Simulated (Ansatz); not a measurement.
Nb₂PC:
```xyz
8
Lattice="3.3070 0.0000 0.0000 -1.6535 2.8640 0.0000 0.0000 0.0000 11.5356" Properties=species:S:1:pos:R:3 pbc="T T T"
Nb     0.0000     1.9093     4.6181
Nb     1.6535     0.9547     6.9175
Nb     1.6535     0.9547    10.3859
Nb     0.0000     1.9093     1.1497
P      1.6535     0.9547     2.8839
P      0.0000     1.9093     8.6517
C      0.0000     0.0000     5.7678
C      0.0000     0.0000     0.0000
```

Relaxed with r²SCAN.

Map the electron localisation function on the plane through (0.333, 0.667, 0.400) spanned by u = [0, 0, 1] and v = [1, -1, 0] in lattice vectors, from r²SCAN in the plane-wave PAW code Ansatz.

x is the fraction of u, y of v (the angle between them is 90°; rows are the nearest grid lines); atoms in the plane: Nb at (0.00, 0.00), Nb at (0.20, 0.33), Nb at (0.50, 0.33), Nb at (0.70, 0.00), P at (0.85, 0.33), P at (0.35, 0.00), C at (0.10, 0.67), C at (0.60, 0.67).
```
| +@+..::-+%@*   *@%+::..+@+ +@+..:..+@+ |
|-#@=.::::+%@#   #@%+:::.+@#-#@=.:-:.+@#-|
|@%*::==-:=#@@#+#@@#=-==::*%@@#:.:-:.:#@@|
|#+-:+*+=--*%@%%%@%*-=+*+:-+#*=..:-:..=*#|
|-:-+%%#+--=#%%%%%#=-+#%%+::-:..:::::..:-|
|.-*%@@%*=--+*****+--*%@@%*-.....:::.....|
|+%@*=#@%+-:.......:-%@*=#@%+-...   ...-+|
|*%%- -%%*-:.     .:-%%- -%%*-:.     .:-*|
|*%%- -%%*-:.     .:-%%- -%%*-:.     .:-*|
|*%@+:+@%+-..     ..-%@+:+@%*-:..   ..:-*|
|=#%@@@#=:...........=#@@@%#=--=+++++=--=|
|-+#%%*-:::..:::::..::-#%%#+--=*#####*=--|
|-=*#*-:=++-..:-:..-+=:-*#*=--+%%%%%%%+--|
|:-=+-:+%%%*:.:-:.:*%%=:-+=-:=*@@%*%@@*-:|
|::-:.=@#=%@=.:-:.=@##@=.:-::+%@#   #@%=:|
|:::..+@+.+@+..:..+@++@+..::-+%@*   *@%+:|
|:::..+@*.*@+.:-:.+@**@+..:::+%@*   #@%+:|
|::::.=@%*%%=.:=:.=%%%%=.::::=#@%: :%@#=:|
|..:-::+#%#=:+%%#=:=##+::-:...-#@@@@@#-..|
|-:::-::==-:=%@@@%=:-=::-:::-::+%@@@%+::-|
|#*=:::....-#@@@@@#-...:::=*#*-:*%@%*:-*#|
|@@#::-:..:+%@%#%@%+:.:-::#@@@*:-*#*-:*@@|
|-#@=.::::+%@#   #@%=:::.+@#-#@=.:-:.+@#-|
| +@+..::-+%@*   *@%+::..+@+ +@+..:..+@+ |
```
Scale: ten equal steps from -0.001 (start of ' ') to 0.841 (end of '@'), in the order ' .:-=+*#%@'; x runs from 0.000 to 1.00, y from 0.000 (bottom) to 1.00 (top).

The density is the valence pseudo-density with augmentation charge, so density and ELF within about 1 Å of a nucleus are not all-electron values.

Space group P6_3/mmc. The first step of the workflow began from a Materials Project structure, measured or hypothetical; the Crystallography Open Database copy checked does not list it. Whether it is the stable phase at ambient conditions was not checked. The cell was relaxed with r²SCAN under the symmetry of its start; its stability against distortions is not shown here. The run is not spin-polarised.

Potentials: the later of the program's two PAW sets.
